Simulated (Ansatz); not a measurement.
Ge₂Sb₂Te₅:
Space group P-3m1 (No. 164); a = 4.198 Å, b = 4.198 Å, c = 16.646 Å, α = 90.00°, β = 90.00°, γ = 120.00°

| atom | site | symmetry | x | y | z |
|---|---|---|---|---|---|
| Ge | 2d | 3m. | 0.6667 | 0.3333 | 0.1008 |
| Sb | 2c | 3m. | 0.0000 | 0.0000 | 0.3187 |
| Te | 1a | -3m. | 0.0000 | 0.0000 | 0.0000 |
| Te | 2d | 3m. | 0.3333 | 0.6667 | 0.1993 |
| Te | 2d | 3m. | 0.6667 | 0.3333 | 0.4218 |

Relaxed with LDA.

**Question.** Which orbitals make up the states near the Fermi level in LDA (plane waves, PAW; program Ansatz)?

**Answer.** Within 0.5 eV of the Fermi level: Sb 5p 33 %, Ge 4p 29 %, Te 5p 26 %, Te 5s 6 %. Projections are on Löwdin-orthogonalised atomic valence shells; empty p or d shells of many metals are not among them.

**Question.** Tabulate the density of states.

**Answer.** States/eV per cell of 9 atoms, in 0.25 eV bins, energy from the Fermi level.

```csv
E (eV),total,Te 5p,Sb 5p,Ge 4p
-7.85,1.71,0.32,0.02,0.02
-7.60,1.31,0.25,0.02,0.02
-7.35,0.88,0.16,0.01,0.02
-7.10,0.48,0.09,0.01,0.01
-6.85,0.37,0.07,0.01,0.01
-6.60,0.33,0.06,0.01,0.01
-6.35,0.30,0.05,0.01,0.01
-6.10,1.36,0.63,0.25,0.23
-5.85,1.94,1.01,0.42,0.35
-5.60,2.84,1.57,0.77,0.40
-5.35,3.86,2.13,1.10,0.48
-5.10,3.30,1.85,0.87,0.46
-4.85,4.36,2.51,1.07,0.59
-4.60,5.22,3.06,1.21,0.70
-4.35,6.34,3.69,1.48,0.85
-4.10,6.53,3.79,1.47,0.95
-3.85,7.21,4.17,1.69,0.98
-3.60,6.28,3.67,1.35,0.88
-3.35,6.70,3.97,1.32,0.98
-3.10,6.76,4.04,1.24,1.01
-2.85,6.49,3.91,1.12,0.99
-2.60,6.17,3.84,0.90,0.96
-2.35,6.40,4.09,0.81,0.99
-2.10,6.31,4.13,0.66,0.96
-1.85,5.47,3.89,0.45,0.68
-1.60,6.02,4.45,0.44,0.55
-1.35,5.14,3.79,0.34,0.39
-1.10,4.84,3.49,0.32,0.26
-0.85,6.98,4.97,0.39,0.30
-0.60,3.41,2.38,0.19,0.15
-0.35,0.47,0.30,0.04,0.03
-0.10,0.01,0.01,0.00,0.00
0.15,0.54,0.09,0.20,0.20
0.40,5.33,1.06,1.98,1.69
0.65,7.51,1.82,2.58,2.25
0.90,6.51,1.92,2.04,1.79
1.15,5.94,2.01,1.86,1.38
1.40,5.53,2.00,1.84,0.97
1.65,5.69,2.14,1.83,0.99
1.90,5.38,2.08,1.70,0.94
2.15,4.97,1.85,1.40,0.91
2.40,5.27,1.83,1.29,0.97
2.65,5.32,1.83,1.20,1.09
2.90,5.30,1.69,0.92,1.38
3.15,6.76,1.86,0.95,1.56
3.40,6.16,1.68,0.78,1.38
3.65,5.26,1.37,0.61,1.15
3.90,6.05,1.47,0.61,1.27
4.15,6.27,1.49,0.56,1.38
4.40,6.95,1.43,0.48,1.37
4.65,6.96,1.43,0.42,1.46
```

The cell was relaxed with LDA under the symmetry of its start; of distortions, only those at the zone centre were tested. A crystal of weakly bound layers computed without a dispersion correction: the cell and the soft elastic constants depend strongly on that. Scalar-relativistic: spin–orbit coupling is off unless named, which matters more the heavier the elements.

Potentials: the later of the program's two PAW sets.
